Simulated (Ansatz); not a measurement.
In DFT-r²SCAN in the program Ansatz with PAW potentials, B in the orthorhombic phase (Cmce; B on 8f) relaxes to a = 2.936 Å, b = 5.322 Å, c = 3.266 Å.

Electronic character: metallic (no gap).

An equation-of-state fit gives a bulk modulus of 266 GPa.

The start of the workflow was typed in or built on a structure type; neither database checked (COD, Materials Project) lists it. It is not the phase usual at ambient conditions (space group No. 166). Symmetry was held in the r²SCAN relaxation; its stability against distortions is not shown here.

Potentials: the earlier of the program's two PAW sets. The files were generated under PBE; for other functionals the program regenerates the frozen cores, and for LDA and PBEsol the local potential too.
